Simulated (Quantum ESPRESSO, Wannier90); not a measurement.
## Wannierisation of CaI2 (CdI2 type)

```
begin unit_cell_cart
ang
    4.5289699684    0.0000000000    0.0000000000
   -2.2644849842    3.9222030456    0.0000000000
    0.0000000000    0.0000000000    7.2098300000
end unit_cell_cart
begin atoms_frac
Ca   0.0000000000  0.0000000000  0.0000000000
I    0.3333333333 -0.3333333333  0.2443000000
I   -0.3333333333  0.3333333333 -0.2443000000
end atoms_frac
```

Cell from Materials Project (mp-30031), symmetrised, no further relaxation. COD (Crystallography Open Database) has an entry of this formula and space group (matched by these alone). Method: LDA plane waves in Quantum ESPRESSO 7.5 (PseudoDojo norm-conserving files, 58 Ry, no spin polarisation, no spin-orbit coupling), Bloch states on a 12×12×4 mesh through Γ, Wannier90 4.0.1. Density: 12×12×4 mesh, cold smearing 0.01 Ry. The cell is built of weakly bound layers, chains or molecules, whose nearest atoms lie 4.52 Å apart. Database cells relaxed without dispersion often hold them too far apart, which can enlarge gaps and weakens couplings between them; spacing and stacking were not compared with the measured crystal. Spin-orbit coupling is left out although heavy elements are present.

A tight-binding model is made by disentanglement and projection with no localisation steps (num_iter = 0), so the 14 orbitals stay atom-like: hydrogen-like Ca: s;d; I: s;p, axes along x, y, z; frozen window up to 4.97 eV relative to the valence-band maximum. It follows pw.x to 2.5 meV rms for states up to 4.5 eV relative to the valence-band maximum. Matrix elements depend on this choice of orbitals and windows.

The 20 largest hoppings ⟨m,0|H|n,R⟩ between different sites (one of each Hermitian pair; signs follow the real orbitals' lobes; the list may end inside a set of equal values):

```csv
m,n,R,distance of the centres (Å),t (eV)
Ca1 s,I2 py,0 1 0,3.12,1.108
I3 py,Ca1 s,0 1 0,3.12,-1.108
I2 px,Ca1 s,1 0 0,3.13,-0.960
Ca1 s,I3 px,1 0 0,3.13,0.960
I2 px,Ca1 s,0 0 0,3.13,0.960
I3 px,Ca1 s,0 0 0,3.13,-0.960
Ca1 dyz,I2 py,0 1 0,3.12,0.887
I3 py,Ca1 dyz,0 1 0,3.12,-0.887
Ca1 dyz,I2 s,0 1 0,3.15,-0.726
I3 s,Ca1 dyz,0 1 0,3.15,-0.726
I2 s,Ca1 s,0 0 0,3.15,-0.714
I3 s,Ca1 s,0 0 0,3.15,-0.714
Ca1 s,I2 s,0 1 0,3.15,-0.714
I3 s,Ca1 s,0 1 0,3.15,-0.714
Ca1 s,I3 s,1 0 0,3.15,-0.714
I2 s,Ca1 s,1 0 0,3.15,-0.714
Ca1 s,I2 pz,0 1 0,3.18,0.631
I3 pz,Ca1 s,0 1 0,3.18,-0.631
Ca1 s,I3 pz,1 0 0,3.18,-0.631
I2 pz,Ca1 s,1 0 0,3.18,0.631
```
